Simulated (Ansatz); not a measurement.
BiTe, DFT, LDA, PAW with Ansatz's default frozen-core files, scalar-relativistic (Ansatz 0.2.0), run on 1 thread of Intel(R) Xeon(R) Platinum 8488C (Sapphire Rapids) on a shared host.

The cell comes from COD entry 9008604, which wasn't checked; take it as a given geometry. The listed cell was then made from it by scaling, straining or moving an atom.

Command: `ansatz run input.yaml --threads 1 --pin off --max-ram 3072MiB --backend cpu --events-out ev --progress --plain --runs-dir out`

```yaml
crystal:
  lattice:
    - [0.03235, 3.251175, 3.251175]
    - [3.251175, 0.03235, 3.251175]
    - [3.251175, 3.251175, 0.03235]
  atoms:
    - { symbol: Bi, position: [0.0, 0.0, 0.0] }
    - { symbol: Te, position: [0.5, 0.5, 0.5] }
kpoints:
  mp_grid: { grid: [10, 10, 10] }
scf:
  occupations: { method: fermi_dirac, width: 0.08 }
hamiltonian:
  xc: lda
  pseudopotentials: { kind: paw }
output:
  forces: true
  stress: true
  eigenvalues: true
  efg: { contact_densities: true }
```

Q: How large is the problem that the program sets up?

A: 116 irreducible k-points, 1351 plane waves at Γ, 20 bands.

Q: About how long does it take, and how much memory does it use?

A: 7.9 s of wall time for 6 SCF iterations, with a peak of 0.54 GiB. Times on shared machines scatter by tens of per cent.

Q: And the same cell and mesh by all-electron PAW (datasets made for this crystal), asked for forces, stress, eigenvalues, efg, on the same hardware?

A: 15 s, peak memory 0.69 GiB.
